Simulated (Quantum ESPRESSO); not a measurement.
Ta4W2RuPt, finding a planted mistake in a log

A calculation, not a measurement. The program is pw.x of Quantum ESPRESSO 7.5 (plane-wave density functional theory). The cell is made up: eight metal atoms on a face-centred cubic lattice, with elements, volume, strain and displacements drawn at random and not relaxed, so it may be unstable or far from any real phase. PseudoDojo standard norm-conserving files set the functional (PBE unless stated); there is no spin polarisation or spin-orbit coupling, the Fermi-Dirac width of 0.25 eV means electrons at about 2900 K, and the masses in the input are unused placeholders. Heavy elements are run without spin-orbit coupling, which real alloys of them have. A spin test at this wide smearing found no moment, but such smearing suppresses magnetism that the real alloy may have.

Intended input:

```
&control calculation='scf', pseudo_dir='./dojo.nc.sr.pbe.v0_5.standard.upf', outdir='./o', disk_io='minimal', tprnfor=.true., tstress=.true. /
&system ibrav=0, nat=8, ntyp=4, nbnd=75, ecutwfc=92.02030273, nosym=.true., tot_charge=0,
 occupations='smearing', smearing='fd', degauss=0.0183746611
/
&electrons conv_thr=1.470e-08, electron_maxstep=70, mixing_beta=0.5 /
ATOMIC_SPECIES
Pt 1.0 Pt.upf
Ru 1.0 Ru.upf
Ta 1.0 Ta.upf
W 1.0 W.upf
CELL_PARAMETERS angstrom
2.0615 4.1229 2.0615
0.0 4.1229 -4.1229
-4.1229 4.1229 0.0
ATOMIC_POSITIONS angstrom
Ta 0.0132 -0.0732 0.11
Ta -2.1199 1.9969 0.0676
W -0.0115 2.0898 -2.0473
Ta -2.0226 4.0724 -1.9872
Ru -0.0013 4.077 0.0384
Pt -2.0227 6.1797 0.0064
Ta 0.0103 6.307 -2.0239
W -2.0417 8.2295 -2.1283
K_POINTS automatic
5 5 5 1 1 1
```

The log is shortened where brackets say so; the opening notice, blank lines, dates and the lines on written files are dropped, and the path of the files is cut. It prints rydbergs, bohrs and kilobars, and counts compression as positive stress. Its total energy is the free energy E - TS of the whole cell.

Log of the intended run:

```
     Program PWSCF v.7.5
     Parallel version (MPI & OpenMP), running on       4 processor cores
     Number of MPI processes:                 4
     Threads/MPI process:                     1
     [start-up lines left out]
     bravais-lattice index     =            0
     lattice parameter (alat)  =       9.5423  a.u.
     unit-cell volume          =     945.8892 (a.u.)^3
     number of atoms/cell      =            8
     number of atomic types    =            4
     number of electrons       =       114.00
     number of Kohn-Sham states=           75
     kinetic-energy cutoff     =      92.0203  Ry
     charge density cutoff     =     368.0812  Ry
     scf convergence threshold =      1.5E-08
     mixing beta               =       0.5000
     number of iterations used =            8  plain     mixing
     Exchange-correlation= PBE
                           (   1   4   3   4   0   0   0)
     [axes and pseudopotential details left out]
   Cartesian axes
     site n.     atom                  positions (alat units)
         1        Ta     tau(   1) = (   0.0026141  -0.0144964   0.0217842  )
         2        Ta     tau(   2) = (  -0.4198203   0.3954617   0.0133874  )
         3        W      tau(   3) = (  -0.0022774   0.4138594  -0.4054428  )
         4        Ta     tau(   4) = (  -0.4005512   0.8064891  -0.3935407  )
         5        Ru     tau(   5) = (  -0.0002574   0.8074000   0.0076047  )
         6        Pt     tau(   6) = (  -0.4005710   1.2238141   0.0012674  )
         7        Ta     tau(   7) = (   0.0020398   1.2490243  -0.4008087  )
         8        W      tau(   8) = (  -0.4043337   1.6297519  -0.4214838  )
     number of k points=    63  Fermi-Dirac smearing, width (Ry)=  0.0184
                       cart. coord. in units 2pi/alat
        k(    1) = (   0.0000000   0.1224755  -0.0000000), wk =   0.0320000
        k(    2) = (  -0.1837125   0.1837140   0.0612385), wk =   0.0320000
     [further k points left out]
     Dense  grid:   112855 G-vectors     FFT dimensions: (  60,  72,  72)
     Estimated max dynamical RAM per process >     485.63 MB
     Estimated total dynamical RAM >       1.82 GB
     Initial potential from superposition of free atoms
     starting charge     113.9944, renormalised to     114.0000
     Starting wfcs are   80 randomized atomic wfcs
     total cpu time spent up to now is        8.5 secs
     per-process dynamical memory:   386.8 Mb
     Self-consistent Calculation
     iteration #  1     ecut=    92.02 Ry     beta= 0.50
     Davidson diagonalization with overlap
     ethr =  1.00E-02,  avg # of iterations =  2.5
     total cpu time spent up to now is       30.9 secs
     total energy              =   -1285.96441128 Ry
     estimated scf accuracy    <       2.82229142 Ry
     iteration #  2     ecut=    92.02 Ry     beta= 0.50
     Davidson diagonalization with overlap
     ethr =  2.48E-03,  avg # of iterations =  3.0
     total cpu time spent up to now is       55.4 secs
     total energy              =   -1286.54177940 Ry
     estimated scf accuracy    <      14.09550585 Ry
     [iterations 3 to 16 left out]
     iteration # 17     ecut=    92.02 Ry     beta= 0.50
     Davidson diagonalization with overlap
     ethr =  5.06E-11,  avg # of iterations =  2.0
     total cpu time spent up to now is      354.3 secs
     total energy              =   -1287.59959638 Ry
     estimated scf accuracy    <       0.00000005 Ry
     iteration # 18     ecut=    92.02 Ry     beta= 0.50
     Davidson diagonalization with overlap
     ethr =  4.62E-11,  avg # of iterations =  1.2
     total cpu time spent up to now is      371.5 secs
     End of self-consistent calculation
     [lines on levels left out]
!    total energy              =   -1287.59959637 Ry
     estimated scf accuracy    <       0.00000001 Ry
     smearing contrib. (-TS)   =      -0.12907946 Ry
     internal energy E=F+TS    =   -1287.47051692 Ry
     The total energy is F=E-TS. E is the sum of the following terms:
     one-electron contribution =    -239.61325357 Ry
     hartree contribution      =     178.96518569 Ry
     xc contribution           =    -265.99498967 Ry
     ewald contribution        =    -960.82745937 Ry
     convergence has been achieved in  18 iterations
     Forces acting on atoms (cartesian axes, Ry/au):
     atom    1 type  3   force =     0.00937789    0.04508961   -0.04996416
     atom    2 type  3   force =     0.00946549   -0.02226564   -0.04579829
     atom    3 type  4   force =     0.02496099   -0.02105850    0.05198921
     atom    4 type  3   force =    -0.01542478    0.03508615    0.04670144
     atom    5 type  2   force =     0.01323421    0.00908355   -0.01063869
     atom    6 type  1   force =    -0.01463257   -0.00108046   -0.00809289
     atom    7 type  3   force =    -0.00872534   -0.04427070   -0.01686544
     atom    8 type  4   force =    -0.01825588   -0.00058400    0.03266882
     Total force =     0.138176     Total SCF correction =     0.000438
     Computing stress (Cartesian axis) and pressure
          total   stress  (Ry/bohr**3)                   (kbar)     P=      -53.05
  -0.00031267   0.00010924  -0.00002934          -46.00       16.07       -4.32
   0.00010924  -0.00038494   0.00001232           16.07      -56.63        1.81
  -0.00002934   0.00001232  -0.00038434           -4.32        1.81      -56.54
     init_run     :      8.06s CPU      8.37s WALL (       1 calls)
     electrons    :    355.34s CPU    363.08s WALL (       1 calls)
     forces       :      3.79s CPU      3.81s WALL (       1 calls)
     stress       :     13.21s CPU     13.50s WALL (       1 calls)
     [timing details left out]
     PWSCF        :   6m20.50s CPU   6m28.90s WALL
     JOB DONE.
```

A second run was made from an input with one planted mistake. Its log:

```
     Program PWSCF v.7.5
     Parallel version (MPI & OpenMP), running on       4 processor cores
     Number of MPI processes:                 4
     Threads/MPI process:                     1
     [start-up lines left out]
     bravais-lattice index     =            0
     lattice parameter (alat)  =       9.5423  a.u.
     unit-cell volume          =     945.8892 (a.u.)^3
     number of atoms/cell      =            8
     number of atomic types    =            4
     number of electrons       =       114.00
     number of Kohn-Sham states=           75
     kinetic-energy cutoff     =      92.0203  Ry
     charge density cutoff     =     368.0812  Ry
     scf convergence threshold =      1.5E-08
     mixing beta               =       0.5000
     number of iterations used =            8  plain     mixing
     Exchange-correlation= PBE
                           (   1   4   3   4   0   0   0)
     [axes and pseudopotential details left out]
   Cartesian axes
     site n.     atom                  positions (alat units)
         1        Ta     tau(   1) = (   0.0026141  -0.0144964   0.0217842  )
         2        Ta     tau(   2) = (  -0.3861539   0.3954617   0.0133874  )
         3        W      tau(   3) = (  -0.0022774   0.4138594  -0.4054428  )
         4        Ta     tau(   4) = (  -0.4005512   0.8064891  -0.3935407  )
         5        Ru     tau(   5) = (  -0.0002574   0.8074000   0.0076047  )
         6        Pt     tau(   6) = (  -0.4005710   1.2238141   0.0012674  )
         7        Ta     tau(   7) = (   0.0020398   1.2490243  -0.4008087  )
         8        W      tau(   8) = (  -0.4043337   1.6297519  -0.4214838  )
     number of k points=    63  Fermi-Dirac smearing, width (Ry)=  0.0184
                       cart. coord. in units 2pi/alat
        k(    1) = (   0.0000000   0.1224755  -0.0000000), wk =   0.0320000
        k(    2) = (  -0.1837125   0.1837140   0.0612385), wk =   0.0320000
     [further k points left out]
     Dense  grid:   112855 G-vectors     FFT dimensions: (  60,  72,  72)
     Estimated max dynamical RAM per process >     485.63 MB
     Estimated total dynamical RAM >       1.82 GB
     Initial potential from superposition of free atoms
     starting charge     113.9944, renormalised to     114.0000
     Starting wfcs are   80 randomized atomic wfcs
     total cpu time spent up to now is        8.4 secs
     per-process dynamical memory:   386.8 Mb
     Self-consistent Calculation
     iteration #  1     ecut=    92.02 Ry     beta= 0.50
     Davidson diagonalization with overlap
     ethr =  1.00E-02,  avg # of iterations =  2.5
     total cpu time spent up to now is       29.6 secs
     total energy              =   -1285.96479370 Ry
     estimated scf accuracy    <       2.81266025 Ry
     iteration #  2     ecut=    92.02 Ry     beta= 0.50
     Davidson diagonalization with overlap
     ethr =  2.47E-03,  avg # of iterations =  3.1
     total cpu time spent up to now is       52.4 secs
     total energy              =   -1286.53367424 Ry
     estimated scf accuracy    <      13.82494231 Ry
     [iterations 3 to 17 left out]
     iteration # 18     ecut=    92.02 Ry     beta= 0.50
     Davidson diagonalization with overlap
     ethr =  4.14E-11,  avg # of iterations =  1.6
     total cpu time spent up to now is      372.9 secs
     total energy              =   -1287.59234678 Ry
     estimated scf accuracy    <       0.00000002 Ry
     iteration # 19     ecut=    92.02 Ry     beta= 0.50
     Davidson diagonalization with overlap
     ethr =  1.49E-11,  avg # of iterations =  1.1
     total cpu time spent up to now is      390.2 secs
     End of self-consistent calculation
     [lines on levels left out]
!    total energy              =   -1287.59234678 Ry
     estimated scf accuracy    <          2.3E-09 Ry
     smearing contrib. (-TS)   =      -0.13042168 Ry
     internal energy E=F+TS    =   -1287.46192510 Ry
     The total energy is F=E-TS. E is the sum of the following terms:
     one-electron contribution =    -239.21475521 Ry
     hartree contribution      =     178.77508928 Ry
     xc contribution           =    -265.99497093 Ry
     ewald contribution        =    -961.02728825 Ry
     convergence has been achieved in  19 iterations
     Forces acting on atoms (cartesian axes, Ry/au):
     atom    1 type  3   force =     0.03244447    0.02109743   -0.04881247
     atom    2 type  3   force =    -0.05433880   -0.01554362   -0.04746920
     atom    3 type  4   force =     0.03986912   -0.02257200    0.03387350
     atom    4 type  3   force =    -0.01978931    0.03406307    0.04523454
     atom    5 type  2   force =     0.01852113    0.01550846   -0.01061074
     atom    6 type  1   force =    -0.00824151   -0.00182859   -0.00171546
     atom    7 type  3   force =     0.00189544   -0.04536280   -0.00313601
     atom    8 type  4   force =    -0.01036054    0.01463805    0.03263584
     Total force =     0.142831     Total SCF correction =     0.000117
     Computing stress (Cartesian axis) and pressure
          total   stress  (Ry/bohr**3)                   (kbar)     P=      -52.24
  -0.00029271   0.00010756  -0.00005255          -43.06       15.82       -7.73
   0.00010756  -0.00041428   0.00000097           15.82      -60.94        0.14
  -0.00005255   0.00000097  -0.00035831           -7.73        0.14      -52.71
     init_run     :      8.01s CPU      8.34s WALL (       1 calls)
     electrons    :    373.01s CPU    381.78s WALL (       1 calls)
     forces       :      3.82s CPU      3.85s WALL (       1 calls)
     stress       :     13.08s CPU     13.47s WALL (       1 calls)
     [timing details left out]
     PWSCF        :   6m38.04s CPU   6m47.60s WALL
     JOB DONE.
```

Question: the log repeats what the program read. Compare it with the intended run: what was wrong in the second input?

Answer: one coordinate of one atom is wrong. The input lines that differ:

```
- Ta -2.1199 1.9969 0.0676
+ Ta -1.9499 1.9969 0.0676
```

|  | intended run | run with the mistake |
| --- | --- | --- |
| free energy (eV) | -17518.685 | -17518.586 |
| entropy term -TS, part of it (eV) | -1.756 | -1.774 |
| pressure (GPa) | -5.31 | -5.22 |
| size of the largest force component (eV/Å) | 1.337 | 1.397 |
| largest change of a force component (eV/Å) |  | 1.640 |
| iterations | 18 | 19 |

For scale, a rerun of the intended cell at a higher cutoff and on a denser mesh moved values by no more than 0.002 eV in energy, 0.14 GPa in stress and 0.008 eV/Å in force, and a second program with other atomic files agreed on that cell to 2 % rms in force and 0.5 GPa in pressure.